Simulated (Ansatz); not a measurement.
Given:

Starting cell, LiH (rock salt):

```
LiH
1.0
    0.00000     4.00543     4.00543
    2.00271     2.00271     4.00543
    2.00271     2.00271     0.00000
H Li
2 2
Cartesian
  0.00000   0.00000   0.00000
  2.00271   4.00543   6.00814
  2.00271   6.00814   6.00814
  2.00271   4.00543   4.00543
```

The atoms are displaced by Q × the pattern below (from a DFPT mode at X = (0.5, 0.5, 0.0), largest move 1; Q in Å), at fixed cell. It is one choice among 2 degenerate patterns. (q is in reciprocal vectors of the primitive cell; the cell shown is doubled to hold the pattern.)

```json
[
 {"atom": "H1", "x": "0.000", "y": "1.000", "z": "0.000"},
 {"atom": "H2", "x": "0.000", "y": "-1.000", "z": "0.000"},
 {"atom": "Li3", "x": "0.000", "y": "0.024", "z": "0.000"},
 {"atom": "Li4", "x": "0.000", "y": "-0.024", "z": "0.000"}
]
```

Calculation: r2SCAN (plane waves to 500 eV, PAW, scalar-relativistic; Ansatz, an electronic-structure program). k mesh 14×14×14 (Γ-centred), Fermi-Dirac smearing 0.05 eV. Energies are smeared free energies. LiH was relaxed with its symmetry unable to fall. The zero of ΔE is the undisplaced structure.

The scan covers Q from -0.180 to 0.180 Å in 13 points.

Task: Which space group does the distorted structure have?

Result: Cmcm (No. 63), lowered from Fm-3m.

Task: Is this a single well or a double well?

Result: A single well with its minimum at or next to zero displacement.

Task: What is the energy change at Q = 0.180 Å?

Result: 90.5 meV/cell.

Task: What harmonic wavenumber does the curvature at Q = 0 give?

Result: 846 cm⁻¹.

(A displaced cell: forces are minus the slopes of the energy, force constants its curvatures, and phonons follow from these.)
